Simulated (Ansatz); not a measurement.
SnMo2C in space group P6_3/mmc (No. 194; Sn on 2d, Mo on 4f, C on 2a) under volume change, DFT-PBE in the program Ansatz with PAW potentials, shape and atoms relaxed at each volume.

| V (Å³/atom) | E − E(relaxed) (meV/atom) | P (GPa) |
|---|---|---|
| 13.562 | 83.4 | 21.82 |
| 14.009 | 34.8 | 13.26 |
| 14.456 | [?] | [?] |
| 14.903 | 0.0 | 0.00 |
| 15.350 | 7.2 | -5.02 |
| 15.797 | [?] | [?] |
| 16.244 | 57.5 | -12.50 |

Problem. Fill in the missing entries.

Solution. 
- 14.456, E − E(relaxed) (meV/atom): 8.2
- 14.456, P (GPa): 6.02
- 15.797, E − E(relaxed) (meV/atom): 27.2
- 15.797, P (GPa): -9.16

Problem. What does a third-order Birch–Murnaghan fit give for V₀, B₀ and B′?

Solution. V₀ = 14.90 Å³/atom, B₀ = 182 GPa, B′ = 5.1.

The start of the workflow was typed in or built on a structure type; neither database checked (COD, Materials Project) lists it. Whether it is the stable phase at ambient conditions was not checked. The PBE relaxation kept the symmetry of its start; its stability against distortions is not shown here. No spin polarisation was allowed. Scalar-relativistic: spin–orbit coupling is off unless named, which matters more the heavier the elements.

Potentials: the earlier of the program's two PAW sets.
